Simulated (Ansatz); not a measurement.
CaSe:
```
CELL_PARAMETERS angstrom
      0.00000     2.96743     2.96743
      2.96743     0.00000     2.96743
      2.96743     2.96743     0.00000
ATOMIC_POSITIONS crystal
  Ca 0.00000 0.00000 0.00000
  Se 0.50000 0.50000 0.50000
```

Tensor components refer to the Cartesian frame of this cell.

Q: Give the high-frequency dielectric tensor and the Born effective charge tensors of the independent atoms from DFPT, DFT-r²SCAN in the program Ansatz with PAW potentials.

A: 
ε∞:
```
5.08  0.00  0.00
0.00  5.08  0.00
0.00  0.00  5.08
```
Z* of atom 1 (Ca), rows: field, columns: displacement, in e:
```
2.33  0.00  0.00
0.00  2.33  0.00
0.00  0.00  2.33
```
Z* of atom 2 (Se), rows: field, columns: displacement, in e:
```
-2.33   0.00   0.00
 0.00  -2.33   0.00
 0.00   0.00  -2.33
```

Static charges for comparison (Bader): Ca1 +1.51, Se2 -1.51 e. Born charges measure polarisation by displacement and can exceed these by far.

Space group Fm-3m (rock salt). The r²SCAN relaxation kept the symmetry of its start. Scalar-relativistic: spin–orbit coupling is off unless named, which matters more the heavier the elements.

Potentials: the later of the program's two PAW sets.
